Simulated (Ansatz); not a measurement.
Input file for Ansatz (a quantum-chemistry and plane-wave program):

Ansatz 0.2 input:
```yaml
crystal:
  lattice:
    - [2.4587733067, 0.0, 0.0]
    - [-1.2293866533, 2.1293601457, 0.0]
    - [0.0, 0.0, 7.3155617852]
  atoms:
    - { symbol: C, position: [0.0, 0.0, 0.25] }
    - { symbol: C, position: [0.0, 0.0, 0.75] }
    - { symbol: C, position: [0.3333333333, 0.6666666667, 0.25] }
    - { symbol: C, position: [0.6666666667, 0.3333333333, 0.75] }
kpoints:
  mp_grid: { grid: [40, 40, 12] }
hamiltonian:
  xc: pbesol
  pseudopotentials: { kind: paw }
scf:
  occupations: { method: fermi_dirac, width: 0.1 }
elastic: { mode: relaxed_ion, stencil: two_point, amplitude: 0.005, f_tol: 0.0005 }
```

Output (shortened):

```
Pseudopotential: C, paw, valence charge 4
Functional definition: PBEsol
Crystal: 4 atoms, lattice volume = 38.301 Å³
Basis set: ecut = 420 eV, 727 PW (Γ), exchange–correlation on 36×36×100 points (8 copies of the dense FFT grid, shifted against one another)
Bands: 12, of which v1, the nominal top of the filled ones, is band 8 counted from 1 (7 counted from 0)
Symmetry: 24 space group operations
Space group: P63/mmc (ITA 194), of the structure as read, at distance tolerance 3.4e-5 Å
k-points: 1078 of 19200
the search or the solves at the SCF's close seem to have found levels that the self-consistency loop had missed (the run counts 1) …
SCF 1 converged in 9 iterations: F = -986.764853 eV  dr2 = 7.44e-15
Crystal: 4 atoms, lattice volume = 38.110 Å³
Symmetry: 8 space group operations
k-points: 2947 of 19200
SCF 2 converged in 8 iterations: F = -986.761777 eV  dr2 = 5.32e-14
relax step   1: F+E_penalty+E_count = -986.76177662 eV  Δ(F+E_penalty+E_count) = +0.000e0 eV  max|allowed force component| = 6.523e-2 eV/Å  Δτ_max = 0.0000 Å  (8 SCF iters, accepted)
Crystal: 4 atoms, lattice volume = 38.110 Å³
SCF 3 converged in 7 iterations: F = -986.761830 eV  dr2 = 5.94e-14
relax step   2: F+E_penalty+E_count = -986.76183010 eV  Δ(F+E_penalty+E_count) = -5.348e-5 eV  max|allowed force component| = 3.588e-2 eV/Å  Δτ_max = 0.0012 Å  (7 SCF iters, accepted)
Crystal: 4 atoms, lattice volume = 38.110 Å³
SCF 4 converged in 8 iterations: F = -986.761853 eV  dr2 = 8.55e-16
relax step   3: F+E_penalty+E_count = -986.76185339 eV  Δ(F+E_penalty+E_count) = -2.329e-5 eV  max|allowed force component| = 1.648e-4 eV/Å  Δτ_max = 0.0018 Å  (8 SCF iters, accepted)
Crystal: 4 atoms, lattice volume = 38.110 Å³
SCF 5 converged in 9 iterations: F = -986.761853 eV  dr2 = 2.51e-14
Crystal: 4 atoms, lattice volume = 38.493 Å³
Basis set: ecut = 420 eV, 731 PW (Γ), exchange–correlation on 36×36×100 points (8 copies of the dense FFT grid, shifted against one another)
SCF 6 converged in 8 iterations: F = -986.761957 eV  dr2 = 9.34e-14
relax step   1: F+E_penalty+E_count = -986.76195721 eV  Δ(F+E_penalty+E_count) = +0.000e0 eV  max|allowed force component| = 5.989e-2 eV/Å  Δτ_max = 0.0000 Å  (8 SCF iters, accepted)
Crystal: 4 atoms, lattice volume = 38.493 Å³
SCF 7 converged in 8 iterations: F = -986.762024 eV  dr2 = 8.76e-15
relax step   2: F+E_penalty+E_count = -986.76202363 eV  Δ(F+E_penalty+E_count) = -6.643e-5 eV  max|allowed force component| = 1.499e-3 eV/Å  Δτ_max = 0.0033 Å  (8 SCF iters, accepted)
Crystal: 4 atoms, lattice volume = 38.493 Å³
SCF 8 converged in 7 iterations: F = -986.762024 eV  dr2 = 6.06e-15
relax step   3: F+E_penalty+E_count = -986.76202369 eV  Δ(F+E_penalty+E_count) = -5.362e-8 eV  max|allowed force component| = 6.453e-5 eV/Å  Δτ_max = 0.0002 Å  (7 SCF iters, accepted)
Crystal: 4 atoms, lattice volume = 38.493 Å³
SCF 9 converged in 9 iterations: F = -986.762024 eV  dr2 = 3.67e-14
Crystal: 4 atoms, lattice volume = 38.110 Å³
SCF 10 converged in 8 iterations: F = -986.764851 eV  dr2 = 1.51e-15
Crystal: 4 atoms, lattice volume = 38.493 Å³
SCF 11 converged in 6 iterations: F = -986.764807 eV  dr2 = 1.05e-14
Crystal: 4 atoms, lattice volume = 38.301 Å³
Symmetry: 4 space group operations
k-points: 4942 of 19200
SCF 12 converged in 8 iterations: F = -986.764850 eV  dr2 = 6.80e-14
relax step   1: F+E_penalty+E_count = -986.76484975 eV  Δ(F+E_penalty+E_count) = +0.000e0 eV  max|allowed force component| = 4.313e-5 eV/Å  Δτ_max = 0.0000 Å  (8 SCF iters, accepted)
Crystal: 4 atoms, lattice volume = 38.301 Å³
SCF 13 converged in 10 iterations: F = -986.764850 eV  dr2 = 3.22e-17
Crystal: 4 atoms, lattice volume = 38.301 Å³
SCF 14 converged in 9 iterations: F = -986.764850 eV  dr2 = 7.98e-15
relax step   1: F+E_penalty+E_count = -986.76484975 eV  Δ(F+E_penalty+E_count) = +0.000e0 eV  max|allowed force component| = 4.313e-5 eV/Å  Δτ_max = 0.0000 Å  (9 SCF iters, accepted)
Crystal: 4 atoms, lattice volume = 38.301 Å³
SCF 15 converged in 9 iterations: F = -986.764850 eV  dr2 = 5.56e-14
SCF converged after 9 iterations
Free energy (F): -986.764853 eV
Harris-Foulkes:  -986.764853 eV  (|F-HF|=4.55e-13)
Internal energy: -986.763527 eV  (E = F + TS)
E sigma→0 (E₀):  -986.764190 eV
Entropy (-TS):   -0.001325 eV (-0.331 meV/atom)
Fermi energy:    6.050802 eV
--- Per-component energies (eV) ---
  E_band       = -49.725099
  E_kinetic    = 363.246012
  E_local      = -707.891085  (includes V_loc(G=0)·N_el)
  E_nonlocal   = 109.676531
  E_hartree    = 224.797856
  E_xc         = -190.332905
  E_vxc        = -236.543857  (∫ρ·V_xc dr)
  E_paw        = -381.925154  (= ΣΔE_a)
  E_vpaw       = -27.808446  (= ΣTr[D̂ρ^β])
  E_aug_tail   = 0.000034  (compensation charges beyond the density's cutoff)
  E_ewald      = -404.419218
  E_core_change = 0.084402  (= ΣΔE_core)
  E_smearing   = -0.001325  (= −TS)
  E_closure    =  0.000000  (closes the sum)
  Σ components = -986.764853   (vs F -986.764853, Δ=0.00e0)
--- Forces (eV/Å), atoms counted from 1 ---
  atom   1  C      0.00000000     0.00000000     0.00000000
  atom   2  C      0.00000000     0.00000000     0.00000000
  atom   3  C      0.00000000     0.00000000     0.00000000
  atom   4  C      0.00000000     0.00000000     0.00000000
  max |Σ_I F_I| component: 1.48e-16 eV/Å
--- Stress (GPa, compression-positive) ---
        0.045709       0.000000       0.000000
        0.000000       0.045709       0.000000
        0.000000       0.000000      -0.020115
  P = ⅓ Tr σ = 0.0238 GPa (0.238 kbar)
--- Band table (eV; the first three rows and the last of 1078) ---
  k-point 0: bands = ["-13.5730", "-13.4204", "-2.2639", "-0.9998", "3.0480", "3.0480", "3.0551", "3.0551", "9.5151", "14.3993", "14.3993", "14.4211"]
  k-point 1: bands = ["-13.5705", "-13.4231", "-2.2452", "-1.0253", "3.0481", "3.0481", "3.0550", "3.0550", "9.5796", "14.3902", "14.3998", "14.3998"]
  k-point 2: bands = ["-13.5632", "-13.4310", "-2.1901", "-1.0990", "3.0486", "3.0486", "3.0547", "3.0547", "9.7699", "13.9910", "14.4010", "14.4010"]
  k-point 1077: bands = ["-6.7019", "-6.7019", "-6.3367", "-6.3367", "-4.5836", "-4.5836", "5.7999", "5.7999", "6.2805", "6.2805", "16.1119", "16.1119"]
--- Elastic constants: 3 strain directions × 2 members + reference (group order 24) ---
  dense FFT box of the reference and of every strained cell: 18×18×50
  strains applied: 11, 33, 23; error gains …
  C = ∂σ_k/∂η_j (tension-positive GPa; Voigt order 11 22 33 23 13 12):
       974.731    183.455     -0.567      0.000      0.000      0.000
       183.455    974.731     -0.567      0.000      0.000      0.000
        -0.655     -0.655      7.040      0.000      0.000      0.000
         0.000      0.000      0.000      1.565      0.000      0.000
         0.000      0.000      0.000      0.000      1.565      0.000
         0.000      0.000      0.000      0.000      0.000    395.638
  reference stress σ⁰ (GPa):     -0.046     -0.046      0.020      0.000      0.000      0.000
  moduli (Voigt/Reuss/Hill, GPa): K = 257.89/6.94/132.41   G = 198.04/3.39/100.72   E = 241.04   ν = 0.197
  mechanically stable: yes (min eigenvalue of sym C = 1.57 GPa)
  strain η (Voigt 11):  stress-route row diagonal C_11 = 974.73 GPa, energy-path curvature d²(F+E_count+ΔE)/dδ²/Ω₀ = 974.71 GPa
         δ    σ_11 (GPa)             F (eV)   n_scf  n_hpsi   n_pw
    -5.000e-3      -4.9858        -986.7618534       9  805561    764   relax 3 steps, max|allowed force component| 1.65e-4 eV/Å
     5.000e-3       4.7615        -986.7620237       9  801245    774   relax 3 steps, max|allowed force component| 6.45e-5 eV/Å
  strain η (Voigt 33):  stress-route row diagonal C_33 = 7.04 GPa, energy-path curvature d²(F+E_count+ΔE)/dδ²/Ω₀ = 7.04 GPa
         δ    σ_33 (GPa)             F (eV)   n_scf  n_hpsi   n_pw
    -5.000e-3      -0.0169        -986.7648510       8  301622    760   relax 0 steps, max|allowed force component| 4.07e-16 eV/Å
     5.000e-3       0.0535        -986.7648068       6  254226    774   relax 0 steps, max|allowed force component| 4.44e-16 eV/Å
  strain η (Voigt 23):  stress-route row diagonal C_44 = 1.57 GPa, energy-path curvature d²(F+E_count+ΔE)/dδ²/Ω₀ = 1.57 GPa
         δ    σ_23 (GPa)             F (eV)   n_scf  n_hpsi   n_pw
    -5.000e-3      -0.0078        -986.7648497      10  1400104    768   relax 1 steps, max|allowed force component| 4.31e-5 eV/Å
     5.000e-3       0.0078        -986.7648497       9  1332812    768   relax 1 steps, max|allowed force component| 4.31e-5 eV/Å
```

Cost: around 18 core-minutes (rough) on shared cores.

Space group P6_3/mmc (graphite). The PBEsol relaxation kept the symmetry of its start. A crystal of weakly bound layers computed without a dispersion correction: the cell and the soft elastic constants depend strongly on that. As this level gives no gap, shear constants depend on the k-mesh and smearing (Fermi–Dirac, 0.1 eV here).

Potentials: the later of the program's two PAW sets.

Ansatz is a plane-wave DFT program.
